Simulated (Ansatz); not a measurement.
Computed with DFT PBE, scalar-relativistic, plane waves, PAW (Ansatz 0.2.0). Settings: cutoff 420 eV, Γ-centred meshes spaced at most about 0.3 Å⁻¹, and about 0.25 Å⁻¹ or finer for metals (2π included), Gaussian smearing. No spin polarisation in the final relaxations.

These are static total energies at zero pressure. All come from trial cells, and lower structures may exist.

Problem. Which of these relaxed structures of ScIn3Rh is the lowest in energy?
A.

Space group P6/mmm (No. 191). a = 5.736 Å, b = 5.736 Å, c = 4.852 Å, α = 90.00°, β = 90.00°, γ = 120.00°
```
atom  site  symmetry       x       y       z
  Sc    1b     6/mmm  0.0000  0.0000  0.5000
  In    3f       mmm  0.5000  0.0000  0.0000
  Rh    1a     6/mmm  0.0000  0.0000  0.0000
```

B.

Space group Pm-3m (No. 221). a = 5.062 Å, b = 5.062 Å, c = 5.062 Å, α = 90.00°, β = 90.00°, γ = 90.00°
| atom | site | symmetry | x | y | z |
| --- | --- | --- | --- | --- | --- |
| Sc | 1a | m-3m | 0.0000 | 0.0000 | 0.0000 |
| In | 3c | 4/mm.m | 0.5000 | 0.5000 | 0.0000 |
| Rh | 1b | m-3m | 0.5000 | 0.5000 | 0.5000 |

C.

Space group C2 (No. 5). a = 8.571 Å, b = 5.777 Å, c = 9.283 Å, α = 90.00°, β = 90.18°, γ = 90.00°
| atom | site | symmetry | x | y | z |
| --- | --- | --- | --- | --- | --- |
| Sc | 4c | 1 | 0.4077 | 0.8098 | 0.2523 |
| In | 4c | 1 | 0.2728 | 0.8961 | 0.9240 |
| In | 4c | 1 | 0.2664 | 0.8734 | 0.5783 |
| In | 4c | 1 | 0.5478 | 0.3203 | 0.2475 |
| Rh | 2b | 2 | 0.5000 | 0.5968 | 0.5000 |
| Rh | 2a | 2 | 0.5000 | 0.6048 | 0.0000 |

Solution. C. It has space group C2 (No. 5); the next, B, with the antiperovskite type, space group Pm-3m (No. 221), lies 0.36 eV/atom higher. Counting all near atoms (those within 1.25 times the shortest distance at each site; a plus sign parts nearer from farther groups; a slash parts the counts of unlike sites), the lowest has Sc 2+9, In 2+7/9/2+8, Rh 8 and the next has Sc 12+8, In 2, Rh 6.

Cells relaxed within their symmetry can be saddle points. Some candidate types were left out of the draw beforehand, so a known form may be missing.
